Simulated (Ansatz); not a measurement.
The relaxed structure here is a generated cell of GaPt: the first start was made by placing the elements on the sites of a structure type, and the end was not matched to a known phase here, so it may be hypothetical.

A relaxed cell of GaPt (P4/nmm (No. 129)), relaxed on a k-mesh at least as fine as the one used below. Level of theory: PBEsol (plane waves to 420 eV, PAW, scalar-relativistic; Ansatz, an electronic-structure program). Γ-centred k-mesh 10×10×6 on the run's cell (coarser than for final values), Fermi–Dirac smearing 0.05 eV.

```
CELL_PARAMETERS angstrom
      6.82222     0.00000     0.00000
      3.41111     3.41111     0.00000
      0.00000     0.00000     5.24527
ATOMIC_POSITIONS crystal
  Ga 0.25000 0.00000 0.65860
  Ga 0.75000 0.00000 0.65860
  Ga 0.75000 0.50000 0.34140
  Ga 0.25000 0.50000 0.34140
  Pt 0.25000 0.00000 0.17015
  Pt 0.75000 0.00000 0.17015
  Pt 0.75000 0.50000 0.82985
  Pt 0.25000 0.50000 0.82985
```

The atoms are displaced along an unstable phonon of this cell by (Å):

```json
[
 {"atom": "Ga1", "ux": "0.146", "uy": "0.000", "uz": "0.000"},
 {"atom": "Ga2", "ux": "-0.146", "uy": "0.000", "uz": "0.000"},
 {"atom": "Ga3", "ux": "0.000", "uy": "-0.146", "uz": "0.000"},
 {"atom": "Ga4", "ux": "0.000", "uy": "0.146", "uz": "0.000"},
 {"atom": "Pt5", "ux": "0.150", "uy": "0.000", "uz": "0.000"},
 {"atom": "Pt6", "ux": "-0.150", "uy": "0.000", "uz": "0.000"},
 {"atom": "Pt7", "ux": "0.000", "uy": "-0.150", "uz": "0.000"},
 {"atom": "Pt8", "ux": "0.000", "uy": "0.150", "uz": "0.000"}
]
```

Question: What forces (eV/Å) and pressure result?

Answer: 
| atom | Fx | Fy | Fz |
|---|---|---|---|
| Ga1 | 0.06 | 0.00 | 0.08 |
| Ga2 | -0.06 | 0.00 | 0.08 |
| Ga3 | 0.00 | -0.06 | -0.08 |
| Ga4 | 0.00 | 0.06 | -0.08 |
| Pt5 | 0.16 | 0.00 | -0.07 |
| Pt6 | -0.16 | 0.00 | -0.07 |
| Pt7 | 0.00 | -0.16 | 0.07 |
| Pt8 | 0.00 | 0.16 | 0.07 |

Pressure -0.8 GPa.

The undisplaced cell is probably no minimum: from this displacement the run went on to P-42₁m (No. 113), 0.02 eV/atom below it.

No spin polarisation in the result.
